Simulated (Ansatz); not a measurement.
Steps from a short run of molecular dynamics on a 2×2×1 supercell (16 atoms) of CuGaSe2 (ordering on zincblende), relaxed with r2SCAN; forces from r2SCAN in the PAW code Ansatz, 2×2×2 mesh, Fermi-Dirac smearing of 0.086 eV, constant energy and volume (NVE), started at 1000 K. Classical nuclei, no spin polarisation; a few dozen steps show the first response, not equilibrium. The structure comes from a prototype and may be hypothetical.

Cell vectors in Å:
```
7.8614 0.0000 0.0000
0.0000 7.8614 0.0000
0.0000 0.0000 5.6421
```

Q: At 12 fs positions (Å), velocities (Å/fs) and forces (eV/Å) are
```
Cu -0.0575  0.0404 -0.0764   -0.0046  0.0032 -0.0063    0.3140 -0.2153  0.1314
Se  0.0412  1.9413  1.3544    0.0033 -0.0020 -0.0010   -0.1709 -0.0348  0.4642
Ga  2.0383  2.0100  2.8225    0.0058  0.0036  0.0001   -0.5711 -0.2453 -0.0083
Se  1.9930 -0.0086  4.2175    0.0021 -0.0007 -0.0045   -0.3920  0.0946  0.1381
Cu  0.0247  3.9212  0.0739    0.0020 -0.0008  0.0060   -0.0446 -0.0897 -0.3128
Se -0.0157  5.8605  1.3852   -0.0012 -0.0027  0.0012    0.2775  0.5229 -0.0953
Ga  1.9699  5.8341  2.8455    0.0004 -0.0049  0.0017    0.0594  0.5393 -0.5593
Se  2.0070  3.9551  4.2767    0.0034  0.0018  0.0006   -0.1503 -0.4166  0.4070
Cu  3.8668 -0.0247  0.0164   -0.0053 -0.0019  0.0013    0.0525  0.2894 -0.1372
Se  3.9369  1.9605  1.3764    0.0006 -0.0004  0.0004    0.1223 -0.0259 -0.2401
Ga  5.8597  1.9338  2.8351   -0.0027 -0.0023  0.0012    0.5648  0.5835 -0.0417
Se  5.8399  0.0606  4.2999   -0.0047  0.0047  0.0021    0.0481 -0.7310 -0.3229
Cu  3.9687  3.9280  0.0696    0.0031 -0.0003  0.0057   -0.0524 -0.0784 -0.2242
Se  3.9219  5.9147  1.2941   -0.0008  0.0015 -0.0059   -0.1472 -0.1896  0.7434
Ga  5.8752  5.8718  2.7685   -0.0018 -0.0019 -0.0041   -0.1306  0.2321  0.4810
Se  5.8895  3.9619  4.3085   -0.0004  0.0025  0.0028    0.2206 -0.2352 -0.4233
```
Where are the atoms one step (1 fs) later, and what forces do they feel?

A:
```
Cu -0.0621  0.0436 -0.0827    0.3399 -0.2246  0.1403
Se  0.0446  1.9392  1.3534   -0.1809 -0.0386  0.4923
Ga  2.0440  2.0136  2.8226   -0.6160 -0.2641 -0.0050
Se  1.9951 -0.0093  4.2130   -0.4208  0.1021  0.1483
Cu  0.0267  3.9204  0.0799   -0.0487 -0.0980 -0.3367
Se -0.0169  5.8578  1.3864    0.2978  0.5583 -0.0992
Ga  1.9703  5.8293  2.8472    0.0613  0.5865 -0.6039
Se  2.0104  3.9569  4.2772   -0.1602 -0.4533  0.4415
Cu  3.8615 -0.0266  0.0177    0.0559  0.3183 -0.1514
Se  3.9374  1.9601  1.3768    0.1342 -0.0289 -0.2622
Ga  5.8570  1.9315  2.8363    0.6040  0.6278 -0.0470
Se  5.8352  0.0652  4.3020    0.0497 -0.7806 -0.3368
Cu  3.9718  3.9278  0.0752   -0.0548 -0.0867 -0.2429
Se  3.9211  5.9162  1.2882   -0.1561 -0.2090  0.8030
Ga  5.8734  5.8700  2.7644   -0.1411  0.2413  0.5121
Se  5.8890  3.9644  4.3113    0.2360 -0.2505 -0.4526
```
The temperature goes from 877.2 to 858.0 K.

Q: At 18 fs positions (Å), velocities (Å/fs) and forces (eV/Å) are
```
Cu -0.0841  0.0591 -0.1138   -0.0042  0.0030 -0.0061    0.4660 -0.2564  0.1818
Se  0.0609  1.9290  1.3493    0.0032 -0.0021 -0.0006   -0.2250 -0.0582  0.6113
Ga  2.0712  2.0308  2.8231    0.0052  0.0033  0.0001   -0.8259 -0.3505  0.0179
Se  2.0047 -0.0124  4.1908    0.0018 -0.0006 -0.0044   -0.5536  0.1371  0.1941
Cu  0.0368  3.9159  0.1087    0.0020 -0.0009  0.0056   -0.0685 -0.1386 -0.4477
Se -0.0221  5.8456  1.3924   -0.0009 -0.0022  0.0012    0.3867  0.7167 -0.1092
Ga  1.9725  5.8065  2.8542    0.0005 -0.0043  0.0012    0.0637  0.8111 -0.8091
Se  2.0270  3.9650  4.2810    0.0033  0.0014  0.0009   -0.2043 -0.6268  0.5989
Cu  3.8352 -0.0351  0.0237   -0.0052 -0.0015  0.0011    0.0694  0.4674 -0.2254
Se  3.9406  1.9580  1.3784    0.0007 -0.0004  0.0002    0.1938 -0.0469 -0.3640
Ga  5.8450  1.9216  2.8419   -0.0021 -0.0017  0.0011    0.7793  0.8306 -0.0762
Se  5.8121  0.0868  4.3118   -0.0046  0.0040  0.0019    0.0535 -1.0012 -0.3885
Cu  3.9873  3.9262  0.1028    0.0031 -0.0004  0.0054   -0.0625 -0.1283 -0.3343
Se  3.9167  5.9230  1.2603   -0.0009  0.0013 -0.0053   -0.1912 -0.3100  1.0886
Ga  5.8640  5.8612  2.7452   -0.0019 -0.0017 -0.0036   -0.1864  0.2721  0.6482
Se  5.8874  3.9762  4.3242   -0.0002  0.0023  0.0024    0.3052 -0.3183 -0.5863
```
Where are the atoms one step (1 fs) later, and what forces do they feel?

A:
```
Cu -0.0883  0.0621 -0.1199    0.4902 -0.2602  0.1896
Se  0.0641  1.9270  1.3487   -0.2330 -0.0620  0.6309
Ga  2.0763  2.0341  2.8232   -0.8643 -0.3661  0.0233
Se  2.0064 -0.0130  4.1864   -0.5779  0.1435  0.2024
Cu  0.0388  3.9149  0.1143   -0.0722 -0.1464 -0.4680
Se -0.0230  5.8434  1.3936    0.4014  0.7446 -0.1097
Ga  1.9730  5.8022  2.8553    0.0628  0.8522 -0.8453
Se  2.0303  3.9664  4.2820   -0.2121 -0.6582  0.6263
Cu  3.8299 -0.0366  0.0248    0.0715  0.4973 -0.2403
Se  3.9413  1.9575  1.3786    0.2054 -0.0510 -0.3820
Ga  5.8429  1.9200  2.8430    0.8101  0.8668 -0.0823
Se  5.8075  0.0908  4.3137    0.0537 -1.0397 -0.3960
Cu  3.9903  3.9258  0.1082   -0.0631 -0.1363 -0.3522
Se  3.9158  5.9243  1.2551   -0.1964 -0.3303  1.1422
Ga  5.8620  5.8595  2.7417   -0.1935  0.2760  0.6717
Se  5.8872  3.9784  4.3266    0.3175 -0.3301 -0.6103
```
The temperature goes from 750.4 to 727.4 K.

Q: At 20 fs positions (Å), velocities (Å/fs) and forces (eV/Å) are
```
Cu -0.0925  0.0651 -0.1260   -0.0041  0.0029 -0.0061    0.5141 -0.2633  0.1972
Se  0.0672  1.9249  1.3482    0.0031 -0.0021 -0.0005   -0.2407 -0.0658  0.6490
Ga  2.0813  2.0374  2.8233    0.0049  0.0032  0.0001   -0.9012 -0.3812  0.0289
Se  2.0081 -0.0135  4.1821    0.0016 -0.0006 -0.0043   -0.6015  0.1497  0.2104
Cu  0.0407  3.9140  0.1198    0.0020 -0.0010  0.0055   -0.0758 -0.1540 -0.4876
Se -0.0238  5.8413  1.3947   -0.0008 -0.0021  0.0011    0.4151  0.7712 -0.1099
Ga  1.9735  5.7981  2.8563    0.0005 -0.0041  0.0009    0.0615  0.8916 -0.8795
Se  2.0335  3.9677  4.2830    0.0032  0.0013  0.0011   -0.2197 -0.6881  0.6519
Cu  3.8247 -0.0380  0.0259   -0.0052 -0.0014  0.0011    0.0734  0.5270 -0.2551
Se  3.9420  1.9571  1.3788    0.0007 -0.0005  0.0001    0.2167 -0.0553 -0.3990
Ga  5.8409  1.9184  2.8441   -0.0019 -0.0015  0.0011    0.8395  0.9014 -0.0884
Se  5.8029  0.0947  4.3154   -0.0046  0.0038  0.0018    0.0538 -1.0762 -0.4028
Cu  3.9934  3.9254  0.1136    0.0031 -0.0004  0.0053   -0.0635 -0.1442 -0.3699
Se  3.9148  5.9255  1.2501   -0.0010  0.0012 -0.0050   -0.2010 -0.3504  1.1943
Ga  5.8600  5.8579  2.7382   -0.0020 -0.0016 -0.0034   -0.1998  0.2792  0.6939
Se  5.8870  3.9807  4.3289   -0.0002  0.0022  0.0023    0.3292 -0.3415 -0.6334
```
Where are the atoms one step (1 fs) later, and what forces do they feel?

A:
```
Cu -0.0965  0.0680 -0.1321    0.5374 -0.2657  0.2047
Se  0.0704  1.9228  1.3477   -0.2482 -0.0695  0.6657
Ga  2.0862  2.0406  2.8235   -0.9365 -0.3957  0.0346
Se  2.0097 -0.0141  4.1777   -0.6243  0.1556  0.2183
Cu  0.0427  3.9130  0.1253   -0.0793 -0.1614 -0.5065
Se -0.0246  5.8392  1.3958    0.4276  0.7964 -0.1098
Ga  1.9740  5.7941  2.8571    0.0598  0.9289 -0.9116
Se  2.0367  3.9689  4.2841   -0.2270 -0.7162  0.6757
Cu  3.8195 -0.0394  0.0269    0.0751  0.5563 -0.2697
Se  3.9428  1.9566  1.3789    0.2276 -0.0597 -0.4148
Ga  5.8391  1.9170  2.8452    0.8674  0.9341 -0.0944
Se  5.7983  0.0984  4.3172    0.0539 -1.1108 -0.4090
Cu  3.9964  3.9250  0.1188   -0.0636 -0.1517 -0.3874
Se  3.9138  5.9267  1.2452   -0.2049 -0.3703  1.2447
Ga  5.8580  5.8564  2.7348   -0.2053  0.2820  0.7149
Se  5.8868  3.9828  4.3311    0.3404 -0.3523 -0.6554
```
The temperature goes from 704.3 to 681.1 K.

Q: At 22 fs the positions in Å are
```
Cu  -0.101   0.071  -0.138
Se   0.073   1.921   1.347
Ga   2.091   2.044   2.824
Se   2.011  -0.015   4.173
Cu   0.045   3.912   0.131
Se  -0.025   5.837   1.397
Ga   1.974   5.790   2.858
Se   2.040   3.970   4.285
Cu   3.814  -0.041   0.028
Se   3.944   1.956   1.379
Ga   5.837   1.916   2.846
Se   5.794   0.102   4.319
Cu   3.999   3.925   0.124
Se   3.913   5.928   1.240
Ga   5.856   5.855   2.731
Se   5.887   3.985   4.333
```
What are the forces, and how far does the free energy (smearing included) lie above that of step 0, with the atoms on their sites?

A: 41.5 meV an atom; forces in eV/Å:
```
Cu   0.560  -0.268   0.212
Se  -0.256  -0.073   0.681
Ga  -0.970  -0.410   0.040
Se  -0.646   0.161   0.226
Cu  -0.083  -0.169  -0.525
Se   0.439   0.820  -0.109
Ga   0.058   0.964  -0.941
Se  -0.234  -0.742   0.698
Cu   0.077   0.585  -0.284
Se   0.238  -0.064  -0.429
Ga   0.894   0.965  -0.100
Se   0.054  -1.143  -0.415
Cu  -0.063  -0.159  -0.405
Se  -0.208  -0.390   1.293
Ga  -0.210   0.284   0.735
Se   0.351  -0.363  -0.676
```

Q: At 30 fs the positions in Å are
```
Cu  -0.129   0.092  -0.185
Se   0.097   1.904   1.348
Ga   2.124   2.067   2.825
Se   2.020  -0.018   4.140
Cu   0.060   3.903   0.170
Se  -0.029   5.826   1.405
Ga   1.979   5.764   2.859
Se   2.064   3.976   4.298
Cu   3.773  -0.047   0.034
Se   3.951   1.952   1.377
Ga   5.828   1.911   2.854
Se   5.757   0.125   4.330
Cu   4.023   3.920   0.163
Se   3.904   5.935   1.208
Ga   5.839   5.844   2.709
Se   5.888   4.000   4.347
```
What are the forces, and how far does the free energy (smearing included) lie above that of step 0, with the atoms on their sites?

A: 61.8 meV an atom; forces in eV/Å:
```
Cu   0.719  -0.264   0.263
Se  -0.315  -0.094   0.754
Ga  -1.171  -0.496   0.079
Se  -0.795   0.196   0.286
Cu  -0.102  -0.211  -0.639
Se   0.480   0.959  -0.105
Ga   0.032   1.143  -1.077
Se  -0.286  -0.863   0.784
Cu   0.084   0.775  -0.377
Se   0.302  -0.106  -0.491
Ga   1.052   1.137  -0.136
Se   0.062  -1.330  -0.454
Cu  -0.053  -0.199  -0.536
Se  -0.217  -0.514   1.599
Ga  -0.208   0.297   0.854
Se   0.417  -0.429  -0.804
```

Q: At 34 fs the positions in Å are
```
Cu  -0.141   0.102  -0.208
Se   0.108   1.895   1.350
Ga   2.136   2.077   2.826
Se   2.022  -0.019   4.124
Cu   0.067   3.897   0.188
Se  -0.030   5.823   1.409
Ga   1.981   5.755   2.856
Se   2.075   3.976   4.307
Cu   3.753  -0.048   0.036
Se   3.955   1.950   1.375
Ga   5.827   1.912   2.858
Se   5.739   0.133   4.335
Cu   4.035   3.917   0.181
Se   3.899   5.937   1.197
Ga   5.829   5.840   2.701
Se   5.889   4.007   4.352
```
What are the forces, and how far does the free energy (smearing included) lie above that of step 0, with the atoms on their sites?

A: 69.3 meV an atom; forces in eV/Å:
```
Cu   0.777  -0.254   0.282
Se  -0.347  -0.098   0.759
Ga  -1.219  -0.523   0.088
Se  -0.851   0.205   0.317
Cu  -0.107  -0.219  -0.674
Se   0.466   0.992  -0.107
Ga   0.015   1.153  -1.067
Se  -0.310  -0.855   0.761
Cu   0.086   0.828  -0.402
Se   0.315  -0.130  -0.478
Ga   1.096   1.167  -0.142
Se   0.077  -1.373  -0.477
Cu  -0.044  -0.203  -0.597
Se  -0.211  -0.543   1.684
Ga  -0.179   0.305   0.890
Se   0.437  -0.453  -0.840
```
